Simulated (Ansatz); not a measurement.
Cd (hcp, Mg type)

```yaml
crystal:
  lattice:
    - [3.01606, 0.00000, 0.00000]
    - [-1.50803, 2.61198, 0.00000]
    - [0.00000, 0.00000, 5.81912]
  atoms:
    - { symbol: Cd, position: [0.33333, 0.66667, 0.75000] }
    - { symbol: Cd, position: [0.66667, 0.33333, 0.25000] }
```

The slice is a (1 -1 0 0) plane (indices of the conventional cell) through the point (0.667, 0.333, 0.250) (fractional), spanned by u = [110] and v = [001] in vectors of this cell: u (3.02 Å) and v (5.82 Å, at 90° to u). It covers one period; positions are fractions (u, v).

Level of theory: PBE (plane waves to 420 eV, PAW, scalar-relativistic; Ansatz, a quantum-chemistry and plane-wave program). k mesh 18×18×8. Near the nuclei the fields are pseudised (PAW); where an atom keeps semicore shells as valence, they peak there. Cd was relaxed with its symmetry unable to fall. The relaxed volume of Cd is well above the measured one; the method has no dispersion term.

**Question.** Predict the map of the valence electron density on the slice.

**Answer.** 
```
|9863111368|
|7642101246|
|4421000124|
|2110000011|
|0000000000|
|0000000000|
|0001111100|
|0011222110|
|0112343211|
|1112444211|
|0112343211|
|0011222110|
|0001111100|
|0000000000|
|0000000000|
|2110000011|
|4421000124|
|7642101246|
|9863111368|
|9974212479|
```
Scale: ten equal steps from -1.08 (start of '0') to 1.42 (end of '9'), in the order '0123456789'. Values: log₁₀ of the valence density in e/Å³. The map has 10 points along u (one character each, u = 0 at the left) and 20 along v (v = 0 in the bottom row). The scale is logarithmic, as a density can span decades between atoms and voids.
